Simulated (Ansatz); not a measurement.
Density of states of Hf

```yaml
crystal:
  lattice:
    - [-1.80500, 1.80500, 1.80500]
    - [1.80500, -1.80500, 1.80500]
    - [1.80500, 1.80500, -1.80500]
  atoms:
    - { symbol: Hf, position: [0.00000, 0.00000, 0.00000] }
```

The geometry is COD entry 1522789, unchecked; take it as a test cell.

Spin–orbit coupling is left out, though it moves levels of the heavy atoms by tenths of an eV or more.

The calculation used DFT, PBEsol, all-electron LAPW, scalar-relativistic (Ansatz 0.2.0).

Numerical set-up: a Γ-centred 16×16×16 k mesh, Fermi–Dirac smearing of 0.08 eV, basis error target 1 meV/atom, no spin polarisation.

(1) Which of the resolved shells contributes most within 0.3 eV of the Fermi level?

(2) Where is the centre of the filled Hf 4f states between -14 eV and the top of the filled states?

(3) Tabulate the density of states.

## Answers

(1) Hf 5d, with 87 % of all states there; Hf 6s follows with 6 %.

(2) -11.60 eV from the Fermi level.

(3) States per eV and cell, averaged over 0.4 eV, from -11.8 to 2.0 eV, with energies (bin centres) from the Fermi level; empty bins are left out. The partial columns, the largest 4 alone, are projections on Löwdin-orthogonalised atomic shells (those that the program's projection atoms carry: the occupied ones and, for some elements, an empty d or f shell; other empty shells have no column), summed over atoms of an element. Weights on diffuse s and p shells depend on that basis and aren't pure angular character.
```json
{"E (eV)": "-11.7", "total": "35.00", "Hf 4f": "34.99", "Hf 5d": "0.01", "Hf 6s": "0.00", "Hf 5p": "0.00"}
{"E (eV)": "-6.9", "total": "0.01", "Hf 4f": "0.00", "Hf 5d": "0.00", "Hf 6s": "0.01", "Hf 5p": "0.00"}
{"E (eV)": "-6.5", "total": "0.05", "Hf 4f": "0.00", "Hf 5d": "0.00", "Hf 6s": "0.05", "Hf 5p": "0.00"}
{"E (eV)": "-6.1", "total": "0.08", "Hf 4f": "0.00", "Hf 5d": "0.00", "Hf 6s": "0.08", "Hf 5p": "0.00"}
{"E (eV)": "-5.7", "total": "0.11", "Hf 4f": "0.00", "Hf 5d": "0.00", "Hf 6s": "0.10", "Hf 5p": "0.00"}
{"E (eV)": "-5.3", "total": "0.14", "Hf 4f": "0.00", "Hf 5d": "0.01", "Hf 6s": "0.12", "Hf 5p": "0.00"}
{"E (eV)": "-4.9", "total": "0.17", "Hf 4f": "0.00", "Hf 5d": "0.02", "Hf 6s": "0.14", "Hf 5p": "0.00"}
{"E (eV)": "-4.5", "total": "0.20", "Hf 4f": "0.00", "Hf 5d": "0.04", "Hf 6s": "0.16", "Hf 5p": "0.00"}
{"E (eV)": "-4.1", "total": "0.25", "Hf 4f": "0.00", "Hf 5d": "0.07", "Hf 6s": "0.18", "Hf 5p": "0.01"}
{"E (eV)": "-3.7", "total": "0.33", "Hf 4f": "0.00", "Hf 5d": "0.12", "Hf 6s": "0.20", "Hf 5p": "0.01"}
{"E (eV)": "-3.3", "total": "0.54", "Hf 4f": "0.00", "Hf 5d": "0.29", "Hf 6s": "0.23", "Hf 5p": "0.01"}
{"E (eV)": "-2.9", "total": "0.67", "Hf 4f": "0.00", "Hf 5d": "0.43", "Hf 6s": "0.22", "Hf 5p": "0.01"}
{"E (eV)": "-2.5", "total": "0.67", "Hf 4f": "0.00", "Hf 5d": "0.47", "Hf 6s": "0.18", "Hf 5p": "0.01"}
{"E (eV)": "-2.1", "total": "0.94", "Hf 4f": "0.00", "Hf 5d": "0.78", "Hf 6s": "0.14", "Hf 5p": "0.01"}
{"E (eV)": "-1.7", "total": "0.89", "Hf 4f": "0.00", "Hf 5d": "0.80", "Hf 6s": "0.08", "Hf 5p": "0.01"}
{"E (eV)": "-1.3", "total": "0.44", "Hf 4f": "0.00", "Hf 5d": "0.42", "Hf 6s": "0.02", "Hf 5p": "0.00"}
{"E (eV)": "-0.9", "total": "0.52", "Hf 4f": "0.00", "Hf 5d": "0.49", "Hf 6s": "0.01", "Hf 5p": "0.01"}
{"E (eV)": "-0.5", "total": "2.33", "Hf 4f": "0.00", "Hf 5d": "2.22", "Hf 6s": "0.03", "Hf 5p": "0.03"}
{"E (eV)": "-0.1", "total": "2.09", "Hf 4f": "0.00", "Hf 5d": "1.88", "Hf 6s": "0.09", "Hf 5p": "0.02"}
{"E (eV)": "0.3", "total": "2.03", "Hf 4f": "0.00", "Hf 5d": "1.66", "Hf 6s": "0.17", "Hf 5p": "0.01"}
{"E (eV)": "0.7", "total": "1.13", "Hf 4f": "0.00", "Hf 5d": "0.98", "Hf 6s": "0.04", "Hf 5p": "0.00"}
{"E (eV)": "1.1", "total": "0.74", "Hf 4f": "0.00", "Hf 5d": "0.72", "Hf 6s": "0.01", "Hf 5p": "0.00"}
{"E (eV)": "1.5", "total": "0.30", "Hf 4f": "0.00", "Hf 5d": "0.28", "Hf 6s": "0.01", "Hf 5p": "0.00"}
{"E (eV)": "1.9", "total": "0.31", "Hf 4f": "0.00", "Hf 5d": "0.29", "Hf 6s": "0.01", "Hf 5p": "0.00"}
```
